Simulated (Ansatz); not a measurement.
Si vacancy in LaMnFeSi2

Level of theory: PBEsol, collinear spin, scalar-relativistic; Ansatz, plane waves to 420 eV (PAW set soft_2), k-mesh 4×4×2 shifted by half a step.

The relaxed host crystal (no gap at this level of theory):

```
Fe La Mn Si
1.0
    -1.98329    1.98329    5.14264
     1.98329   -1.98329    5.14264
     1.98329    1.98329   -5.14264
Fe La Mn Si
1 1 1 2
Direct
  0.75000 0.25000 0.50000
  0.00000 0.00000 0.00000
  0.25000 0.75000 0.50000
  0.63184 0.63184 0.00000
  0.36816 0.36816 0.00000
```

Supercell of 20 atoms, rows of the matrix [[-1,1,0],[-1,-1,-2],[-1,-1,0]] times the cell vectors; Si vacancy at (0.632, 0.632, 0.000) in fractions of the cell above. Atoms are relaxed at the host's cell. The cell loses 1 of its 8 Si, so this is a heavily defective crystal.

Distances from the empty Si site (Å), by shell of the perfect crystal:

| shell | perfect crystal | relaxed, charge 0 |
| --- | --- | --- |
| 1 Fe | 2.33 | 2.24 |
| 2 Mn | 2.33 | 1.85 |
| 1 Fe | 2.33 | 2.24 |
| 1 Si | 2.71 | 2.85 |

```
charge  moment of the cell (μB)  gap of the cell on the mesh (eV)
     0                     8.50                              0.00
```

At charge 0 the unpaired electrons sit on atoms with moments (μB): 2 Fe of 0.50, 4 Mn of 1.98 to 2.18.

Formation energy of the neutral defect: 3.36 eV, taking atoms from and to the elements' standard states (no corrections for gases), so it belongs to those chemical potentials alone.

Relaxed cell at charge 0:

```
LaMnFeSi2 V_Si charge 0
1.0
     3.9666   -3.9666    0.0000
    -3.9666   -3.9666    0.0000
     0.0000    0.0000  -10.2853
Fe La Mn Si
4 4 4 7
Direct
  0.7435 0.2435 0.2502
  0.2361 0.2639 0.7477
  0.2565 0.7565 0.2502
  0.7639 0.7361 0.7477
  0.5000 0.0000 0.5134
  0.0000 0.0000 0.9941
  0.0000 0.5000 0.4926
  0.5000 0.5000 0.9941
  0.2590 0.2410 0.2497
  0.8128 0.3128 0.7611
  0.7410 0.7590 0.2497
  0.1872 0.6872 0.7611
  0.5000 0.5000 0.3680
  0.5000 0.0000 0.8421
  0.0000 0.0000 0.3680
  0.0000 0.0000 0.6368
  0.5000 0.0000 0.1236
  0.5000 0.5000 0.6368
  0.0000 0.5000 0.1449
```

Caveats: small supercell, so energies and levels can be off by tenths of an eV; the atoms kept the symmetry of the start, so a distorted state could lie lower.
